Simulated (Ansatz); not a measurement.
A geometry of Fe away from equilibrium: step 2 of the relaxation of a relaxed Fe cell, doubled along one cell vector, shaken by Gaussian noise of σ = 0.08 Å a coordinate. Level of theory: PBEsol (plane waves to 420 eV, PAW, scalar-relativistic; Ansatz, a quantum-chemistry and plane-wave program). Γ-centred k-mesh 14×14×7 on the run's cell (coarser than for final values), Fermi–Dirac smearing 0.05 eV.

```xyz
2
Lattice="2.3275 -0.0009 0.0001 -0.0009 2.3299 0.0027 0.0002 0.0053 4.6100" Properties=species:S:1:pos:R:3:forces:R:3 pbc="T T T" free_energy=-8895.991 pressure_GPa=1.7
Fe     1.1389     1.1500     1.1867   -0.0808   -0.5801   -1.1022
Fe     1.1699     1.4107     3.3767    0.0808    0.5801    1.1022
```

Positions in Å, forces in eV/Å, free energy of the cell in eV (comparable only within this code, potentials and settings). Largest force: 1.25 eV/Å, on Fe1, Fe2 (atoms numbered as listed); the geometry lies 0.86 eV/atom above the end of its relaxation.

Spin-polarised start, with parallel moments on Fe.

Spin state reached: ferromagnetic (net 2.10 μB/atom), from parallel starting moments; other spin orders were not run from this start.

The run could not lose the symmetry of its start.

Of the parent cell (Pm-3m (No. 221)): it is a generated cell of Fe: the first start was made by a random draw of sites in a space group, and the end was not matched to a known phase here, so it may be hypothetical. Known forms of Fe include space group No. 229.
